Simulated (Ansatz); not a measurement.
The following input was run with Ansatz 0.2.0.

```yaml
crystal:
  lattice:
    - [3.8094952622, 0.0, 0.0]
    - [-1.9047476311, 3.2991196726, 0.0]
    - [0.0, 0.0, 18.6884696635]
  atoms:
    - { symbol: Zn, position: [0.0, 0.0, 3.033e-05] }
    - { symbol: Zn, position: [0.0, 0.0, 0.50003033] }
    - { symbol: Zn, position: [0.3333333333, 0.6666666667, 0.1668077931] }
    - { symbol: Zn, position: [0.6666666667, 0.3333333333, 0.6668077931] }
    - { symbol: Zn, position: [0.6666666667, 0.3333333333, 0.3332640908] }
    - { symbol: Zn, position: [0.3333333333, 0.6666666667, 0.8332640908] }
    - { symbol: S, position: [0.0, 0.0, 0.1251143124] }
    - { symbol: S, position: [0.0, 0.0, 0.6251143124] }
    - { symbol: S, position: [0.3333333333, 0.6666666667, 0.2916509311] }
    - { symbol: S, position: [0.6666666667, 0.3333333333, 0.7916509311] }
    - { symbol: S, position: [0.6666666667, 0.3333333333, 0.4581325425] }
    - { symbol: S, position: [0.3333333333, 0.6666666667, 0.9581325425] }
basis:
  ecutwfc: 500
kpoints:
  mp_grid: { grid: [6, 6, 2] }
  band_path:
    path:
      - [[0.0, 0.0, 0.0], [0.5, 0.0, 0.0], [0.33333333, 0.33333333, 0.0], [0.0, 0.0, 0.0], [0.0, 0.0, 0.5], [0.5, 0.0, 0.5], [0.33333333, 0.33333333, 0.5], [0.0, 0.0, 0.5]]
      - [[0.5, 0.0, 0.5], [0.5, 0.0, 0.0]]
      - [[0.33333333, 0.33333333, 0.5], [0.33333333, 0.33333333, 0.0]]
    npoints: 10
hamiltonian:
  xc: r2scan
scf:
  occupations: { method: gaussian, width: 0.02 }
  n_extra_bands: 30
output:
  forces: true
  stress: true
  eigenvalues: true
  populations: true
  dos: { projected: true, de: 0.02, nscf_kmesh: { grid: [9, 9, 3] } }
  bader: false
  write_density: true
  write_potential: true
  elf: true
  volumetric_format: npy
```

Run as
```bash
ansatz run input.yaml --threads 2 --pin off --max-ram 5120MiB --backend cpu --events-out ev --progress --plain --runs-dir out
```

Theory: DFT r2SCAN, scalar-relativistic, plane waves, PAW (Ansatz).

Abridged output (final results; tables in files aren't shown):

```
SCF 1 converged in 8 iterations: F = -25400.686029 eV  dr2 = 6.12e-8
SCF converged after 8 iterations
Free energy (F): -25400.686029 eV
Harris-Foulkes:  -25400.686029 eV  (|F-HF|=2.29e-8)
Internal energy: -25400.686029 eV  (E = F + TS)
E sigma→0 (E₀):  -25400.686029 eV
Fermi energy:    6.982392 eV
--- Per-component energies (eV) ---
  E_band       = -7.049876
  E_kinetic    = 1425.433959
  E_local      = -12255.047825  (includes V_loc(G=0)·N_el)
  E_nonlocal   = 3879.693677
  E_hartree    = 5142.227439
  E_xc         = -1294.788319
  E_vxc        = -889.440938  (∫ρ·V_xc dr)
  E_paw        = -14759.531961  (= ΣΔE_a)
  E_vpaw       = -2496.148985  (= ΣTr[D̂ρ^β])
  E_aug_tail   = -0.000416  (compensation charges beyond the density's cutoff)
  E_vtau       = 44.001286  (kinetic-family band-sum trace: ∫τ·v_τ [+ j·A + Jᵃ·Aᵃ] dr)
  E_ewald      = -7536.918272
  E_core_change = -1.754313  (= ΣΔE_core)
  E_smearing   =  0.000000  (= −TS)
--- Forces (eV/Å), atoms counted from 1 ---
  atom   1  Zn     0.00000000     0.00000000     0.00034084
  atom   2  Zn     0.00000000     0.00000000     0.00034084
  atom   3  Zn     0.00000000     0.00000000     0.00175024
  atom   4  Zn     0.00000000     0.00000000     0.00175024
  atom   5  Zn     0.00000000     0.00000000     0.00174917
  atom   6  Zn     0.00000000     0.00000000     0.00174917
  atom   7  S      0.00000000     0.00000000    -0.00126602
  atom   8  S      0.00000000     0.00000000    -0.00126602
  atom   9  S      0.00000000     0.00000000    -0.00185835
  atom  10  S      0.00000000     0.00000000    -0.00185835
  atom  11  S      0.00000000     0.00000000    -0.00074510
  atom  12  S      0.00000000     0.00000000    -0.00074510
--- Stress (GPa, compression-positive) ---
        0.002342       0.000000       0.000000
        0.000000       0.002342       0.000000
        0.000000       0.000000      -0.005470
  P = ⅓ Tr σ = -0.0003 GPa (-0.003 kbar)
--- Band table (eV; the first three rows and the last of 14) ---
  k-point 0: bands = ["-8.1236", "-7.9168", "-7.9082", "-7.4399", "-7.4303", "-7.1596", "-0.9146", "-0.9129", "-0.9087", "-0.9087", "-0.8984", "-0.8881", "-0.8881", "-0.8656", "-0.8656", "-0.8244", "-0.8244", "-0.8137", "-0.8137", "-0.7940", "-0.7940", "-0.7473", "-0.7382", "-0.3817", "-0.3817", "-0.3791", "-0.3791", "-0.3665", "-0.3665", "-0.3606", "-0.3606", "-0.3396", "-0.3396", "-0.3299", "-0.3299", "-0.1637", "0.1607", "1.6344", "1.6466", "3.9156", "3.9364", "4.7100", "4.7100", "4.9134", "4.9134", "4.9192", "4.9192", "5.3611", "5.3611", "5.3723", "5.3723", "5.5909", "5.6187", "5.6187", "8.3460", "9.3490", "9.4039", "9.4778", "9.5322", "9.6400", "12.4061", "12.4345", "12.4345", "12.4670" ...
  k-point 1: bands = ["-8.0686", "-8.0686", "-7.6843", "-7.6843", "-7.2364", "-7.2364", "-0.9144", "-0.9144", "-0.9012", "-0.9012", "-0.9012", "-0.9012", "-0.8634", "-0.8634", "-0.8458", "-0.8458", "-0.8458", "-0.8458", "-0.8002", "-0.8002", "-0.8002", "-0.8002", "-0.4888", "-0.4888", "-0.3802", "-0.3802", "-0.3802", "-0.3802", "-0.3645", "-0.3645", "-0.3645", "-0.3645", "-0.3340", "-0.3340", "-0.3340", "-0.3340", "0.7222", "0.7222", "2.7404", "2.7404", "4.7643", "4.7643", "4.7643", "4.7643", "5.0318", "5.0318", "5.1341", "5.1341", "5.1341", "5.1341", "5.5490", "5.5490", "5.5490", "5.5490", "8.7972", "8.7972", "9.4044", "9.4044", "9.6875", "9.6875", "12.4285", "12.4285", "12.5221", "12.5221" ...
  k-point 2: bands = ["-7.9348", "-7.7435", "-7.7352", "-7.3089", "-7.2991", "-7.0580", "-0.9331", "-0.9257", "-0.8974", "-0.8765", "-0.8716", "-0.8468", "-0.8400", "-0.8286", "-0.8246", "-0.8173", "-0.8126", "-0.7804", "-0.7736", "-0.7627", "-0.7376", "-0.7097", "-0.6931", "-0.4128", "-0.4054", "-0.3927", "-0.3834", "-0.3760", "-0.3709", "-0.3704", "-0.3478", "-0.3416", "-0.3320", "-0.3211", "-0.3190", "-0.1134", "0.4391", "1.7074", "1.7181", "3.3704", "3.4204", "3.5366", "3.9069", "3.9378", "4.2454", "4.2946", "4.5400", "4.5448", "4.6428", "4.7530", "5.0815", "5.0886", "5.3583", "5.3905", "9.4320", "10.1199", "10.2820", "10.3445", "10.4089", "10.6294", "11.5324", "11.5844", "12.0064", "12. ...
  k-point 13: bands = ["-6.9246", "-6.9246", "-6.9168", "-6.9168", "-6.9046", "-6.9046", "-0.8183", "-0.8183", "-0.7852", "-0.7852", "-0.7318", "-0.7318", "-0.6834", "-0.6834", "-0.6635", "-0.6635", "-0.6309", "-0.6309", "-0.4718", "-0.4718", "-0.4292", "-0.4292", "-0.4284", "-0.4284", "-0.3912", "-0.3912", "-0.3655", "-0.3655", "-0.3564", "-0.3564", "-0.1024", "-0.1024", "-0.0614", "-0.0614", "-0.0475", "-0.0475", "0.8109", "0.8109", "0.8731", "0.8731", "1.0527", "1.0527", "2.1441", "2.1441", "2.5146", "2.5146", "2.8620", "2.8620", "3.6628", "3.6628", "3.8629", "3.8629", "4.0116", "4.0116", "10.6560", "10.6560", "10.7835", "10.7835", "10.9559", "10.9559", "12.2048", "12.2048", "12.5103", "1 ...
--- Löwdin populations: 12 sites ---
  site symbol q [e]
     0     Zn     10.6919
     1     Zn     10.6919
     2     Zn     10.6899
     3     Zn     10.6899
     4     Zn     10.6917
     5     Zn     10.6917
     6      S      7.1206
     7      S      7.1206
     8      S      7.1171
     9      S      7.1171
    10      S      7.1199
    11      S      7.1199
  spilling = 0.010536 (of n_electrons = 108.000000)
```

The calculation finished and met its thresholds.

Time: 67 s on 2 threads of Intel(R) Xeon(R) 6975P-C (Granite Rapids), with other jobs on the host, peak memory 1.8 GiB.